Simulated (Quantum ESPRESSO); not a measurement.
Si3AlC3N, convergence and cost over cutoff and k mesh

Simulated, not a measurement. The program is pw.x of Quantum ESPRESSO 7.5 (plane-wave density functional theory). The cell is made up: 8 atoms on a wurtzite lattice, with randomly drawn elements, strain and displacements, not relaxed. PseudoDojo standard norm-conserving files (v0.5 for PBE, v0.4.1 for LDA and PBEsol) set the functional; there is no spin polarisation, spin-orbit coupling or dispersion term, and the masses in the input are unused placeholders.

Input of the run in row 2:

```
&control calculation='scf', pseudo_dir='./dojo.nc.sr.pbe.v0_5.standard.upf', outdir='./o', disk_io='medium', tprnfor=.true., tstress=.true. /
&system ibrav=0, nat=8, ntyp=4, nbnd=22, ecutwfc=84.00895049, nosym=.true., tot_charge=0,
 occupations='smearing', smearing='fd', degauss=0.0018374661
/
&electrons conv_thr=7.350e-09, electron_maxstep=60, /
ATOMIC_SPECIES
Al 1.0 Al.upf
C 1.0 C.upf
N 1.0 N.upf
Si 1.0 Si.upf
CELL_PARAMETERS angstrom
3.0784 -0.041 -0.0016
-0.0709 5.4683 -0.0112
-0.0026 -0.0105 5.1248
ATOMIC_POSITIONS angstrom
Si -0.0106 0.0126 -0.0388
Al 1.5036 2.7147 0.0182
Si 1.4784 0.8088 2.5792
Si -0.04 3.6299 2.5179
C 0.0072 0.009 1.9416
N 1.5415 2.7101 1.8896
C 1.5297 0.885 4.4844
C -0.1114 3.6635 4.4306
K_POINTS automatic
6 4 4 1 1 1
```

The same cell was run at these settings. Meshes are shifted by half a step, and differences are from the last row, which is itself not exact.

```
cutoff (eV)     k mesh  k points solved  threshold (eV)  free energy less the last row's (eV)  pressure (GPa)  largest stress difference (GPa)  largest force difference (eV/Å)  iterations  wall time (s)  k-point pools              processor
        800  2 x 2 x 2                4           1e-04                                -0.861           -5.75                             9.73                            0.395           9             20              1  AMD EPYC, Zen 5 class
       1143  6 x 4 x 4               48           1e-07                                -0.002           -2.20                             0.08                            0.006          12            233              1  AMD EPYC, Zen 5 class
       1437  8 x 6 x 6              144           1e-07                                 0.000           -2.18                             0.00                            0.000          12            722              1  AMD EPYC, Zen 5 class
```

Each pool is one process. Wall times include start-up and a band step at six k points, which weighs most on the coarsest meshes. The runs were on shared virtual cores whose load varied, so times are rough.